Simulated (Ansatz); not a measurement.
Ti at 3 GPa (stress–strain coefficients): relaxed-ion elastic tensor

Level of theory: DFT LDA, scalar-relativistic, plane waves, PAW (Ansatz). Plane waves to 420 eV; Γ-centred k mesh 12×12×14; Fermi-Dirac smearing of 0.15 eV. No spin polarisation.

The cell, relaxed at 3 GPa:
```
Ti
1.0
     4.42513    0.00000    0.00000
    -2.21257    3.83228    0.00000
     0.00000    0.00000    2.74750
Ti
3
Direct
  0.00000 0.00000 0.00000
  0.33333 0.66667 0.50000
  0.66667 0.33333 0.50000
```

In a metal, frequencies and elastic constants depend on the k mesh and the smearing, soft modes and shear constants most.

(1) Give the relaxed-ion elastic constants (GPa, Voigt order xx yy zz yz xz xy, on the axes of the cell above).

(2) Is the crystal stable against homogeneous strain?

(3) And the moduli of a polycrystal (Hill averages)?

Results:

(1)
C11 = 214.6, C12 = 109.8, C13 = 77.4, C22 = 214.6, C23 = 77.4, C33 = 269.7, C44 = 50.0, C55 = 50.0, C66 = 52.4 GPa; the others vanish.

(2) Yes: the least eigenvalue of the tensor is 50.0 GPa.

(3) B = 136 GPa, G = 58 GPa, E = 152 GPa, ν = 0.31.

This form isn't the element's structure at ambient conditions.

Cost: 1 run of about 11 core-minutes, on AMD EPYC 7R43 (Zen 3) (shared hosts).